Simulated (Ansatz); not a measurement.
**Is this BaZr2O5 structure a true minimum?**

It was reached by relaxing an invented guess, and it needn't be the stable form of this composition.

Method: DFT PBE, scalar-relativistic, plane waves, PAW in Ansatz. Settings: cutoff 420 eV, Γ-centred mesh 6×6×6 on the computed 8-atom cell, Gaussian smearing of 0.02 eV; no spin polarisation.

The cell below (8 atoms, space group Cmmm (No. 65)) is relaxed within its symmetry.

```xyz
8
Lattice="2.1089 -6.7288 0.0000 2.1089 6.7288 0.0000 0.0000 0.0000 4.1271" Properties=species:S:1:pos:R:3 pbc="T T T"
Ba    2.1089    0.0000    2.0636
Zr    2.1089    4.6144    0.0000
Zr    2.1089   -4.6144    0.0000
O     0.0000    0.0000    0.0000
O     2.1089    4.8689    2.0636
O     2.1089   -4.8689    2.0636
O     2.1089   -2.4074    0.0000
O     2.1089    2.4074    0.0000
```

For the test it was strained at random (σ = 1.5 % a component), the atoms were moved at random (σ = 0.05 Å), and all was relaxed again on a coarse 4×4×4 mesh (in the run’s order of axes) with 0.10 eV smearing, with no symmetry imposed.

Problem. Does it come back?

Solution. It returns, within 1 meV/atom of the unmoved cell on that mesh and with the same symmetry when read at 0.1 Å. So it is stable against the distortions that fit this cell and that this random move excites. Modes that don't fit the cell aren't tested.
